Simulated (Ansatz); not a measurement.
YPd2Si2 (space group I4/mmm)

```yaml
crystal:
  lattice:
    - [-2.04803, 2.04803, 4.95527]
    - [2.04803, -2.04803, 4.95527]
    - [2.04803, 2.04803, -4.95527]
  atoms:
    - { symbol: Y, position: [0.00000, 0.00000, 0.00000] }
    - { symbol: Si, position: [0.61688, 0.61688, 0.00000] }
    - { symbol: Si, position: [0.38312, 0.38312, 0.00000] }
    - { symbol: Pd, position: [0.75000, 0.25000, 0.50000] }
    - { symbol: Pd, position: [0.25000, 0.75000, 0.50000] }
```

The slice is a (001) plane (indices of the conventional cell) through the point (0.383, 0.383, 0.000) (fractional), spanned by u = [101] and v = [011] in vectors of this cell: u (4.10 Å) and v (4.10 Å, at 90° to u). It covers one period; positions are fractions (u, v).

The numbers are results of PBEsol (plane waves to 420 eV, PAW, scalar-relativistic; Ansatz, an electronic-structure program), not measurements. k mesh 16×16×16. Inside the PAW spheres the values are not all-electron values, and peaks at nuclei hang on which shells count as valence. YPd2Si2 is run without spin polarisation. YPd2Si2 was relaxed with its symmetry unable to fall.

Q: Sketch the electron localisation function (ELF) on this plane as a map.

A: 
```
|xxxx=#@@@%#+=--:::--=+#%@@@#=xxx|
|xxxx+#@@@%#+=-------=+#%@@@#+xxx|
|xxx=*%@@@%*+=-------=+*%@@@%*=xx|
|==+*#@@@@#*+=-------=+*#@@@@#*+=|
|*##%@@@@%#*+=-------=+*#%@@@@%##|
|@@@@@@@@%#+=----:----=+#%@@@@@@@|
|@@@@@@@%#*+=-:::::::-=+*#%@@@@@@|
|@@@@@%%#*+=-:.......:-=+*#%%@@@@|
|%%%%###*+=::..     ..::=+*###%%%|
|###***++=:..         ..:=++***##|
|++++++==-:.           .:-==+++++|
|======--:.             .:--=====|
|-------:..             ..:------|
|-------:.               .:------|
|::-----:.       ..      .:-----:|
|::----::.      ...      .::----:|
|::-----:.       .       .:-----:|
|-------:.               .:------|
|-------:..             ..:------|
|======--:.             .:--=====|
|++++++==-:.           .:-==+++++|
|###***++=:..         ..:=++***##|
|%%%%###*+=::..     ..::=+*###%%%|
|@@@@@%%#*+=-:.......:-=+*#%%@@@@|
|@@@@@@@%#*+=-:::::::-=+*#%@@@@@@|
|@@@@@@@@%#+=----:----=+#%@@@@@@@|
|*##%@@@@%#*+=-------=+*#%@@@@%##|
|==+*#@@@@#*+=-------=+*#@@@@#*+=|
|xxx=*%@@@%*+=-------=+*%@@@%*=xx|
|xxxx+#@@@%#+=-------=+#%@@@#+xxx|
|xxxx=#@@@%#+=--:::--=+#%@@@#=xxx|
|xxxx=*@@@%#+=--:::--=+#%@@@*=xxx|
```
Scale: ten equal steps from 0.08 (start of ' ') to 0.70 (end of '@'), in the order ' .:-=+*#%@'. Values: electron localisation function (ELF). The map has 32 points along u (one character each, u = 0 at the left) and 32 along v (v = 0 in the bottom row). Points within 0.5 Å of a nucleus are blanked (x), as the pseudised field means little there.
